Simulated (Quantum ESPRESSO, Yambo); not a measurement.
For SiO2 (α-quartz, space group P3_221, No. 154), Yambo gives the independent-particle static dielectric constant along x as 2.58 on LDA bands and 2.28 after a scissor of 3.14 eV widens every gap (6×6×4 mesh, 90 bands, 3 Ry local-field block, 0.2 eV broadening). Axes are Cartesian, with cell vectors (Å) (4.92, 0.00, 0.00), (-2.46, 4.26, 0.00), (0.00, 0.00, 5.43).

A scissor keeps the position matrix elements. In a one-oscillator model, how does ε − 1 scale, and what mean transition energy do the two values imply?

Each transition adds |r|²/E to ε − 1, so ε − 1 ∝ 1/(E0 + Δ). Then (2.28 − 1)/(2.58 − 1) = E0/(E0 + Δ) = 0.810, and E0 = Δ(ε' − 1)/(ε − ε') = 13.4 eV. The computed Im ε, weighted by 1/E up to 20 eV, has its mean at 12.5 eV; the smallest direct LDA gap is 6.07 eV. The scissor comes from a G0W0 run whose convergence isn't established. Convergence of the RPA response with its 6×6×4 mesh was not tested.

Bands from Quantum ESPRESSO.

Geometry of the Materials Project entry, not relaxed at this level; primitive cell a = b = 4.917 Å, c = 5.432 Å, α = β = 90.00°, γ = 120.00°.
